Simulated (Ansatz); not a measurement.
The relaxed structure here is a generated cell of SiNi: the first start was made by placing the elements on the sites of a structure type, and the end was not matched to a known phase here, so it may be hypothetical. Known forms of SiNi include space group No. 62.

One stationary structure of SiNi. Space group P4₂/mmc (No. 131), AFLOW prototype AB_tP4_131_c_e (B17, as in PtS). These are PBE (plane waves to 420 eV, PAW, scalar-relativistic; Ansatz, a first-principles code) values and carry that method's errors.

```cif
data_Ni2Si2
_chemical_formula_sum 'Si2 Ni2'
_space_group_name_H-M_alt 'P42/mmc'
_space_group_IT_number 131
_space_group_name_Hall '-P 4c 2'
_cell_length_a 3.73164
_cell_length_b 3.73164
_cell_length_c 4.88930
_cell_angle_alpha 90.000
_cell_angle_beta 90.000
_cell_angle_gamma 90.000
loop_
_atom_site_label
_atom_site_type_symbol
_atom_site_symmetry_multiplicity
_atom_site_Wyckoff_symbol
_atom_site_fract_x
_atom_site_fract_y
_atom_site_fract_z
_atom_site_occupancy
Si1 Si 2 c 0.00000 0.50000 0.00000 1
Ni1 Ni 2 e 0.00000 0.00000 0.25000 1
```

Problem. Estimate the magnetic moment that PBE returns for this input.

Solution. Zero (the starting moments vanished).

No spin polarisation in the result: the starting moments vanished. A magnetic state may lie lower.

The run could not lose the symmetry of its start: the end is stationary, and may be a saddle point rather than a minimum.

All atoms sit on sites fixed by symmetry, so only the cell could relax.
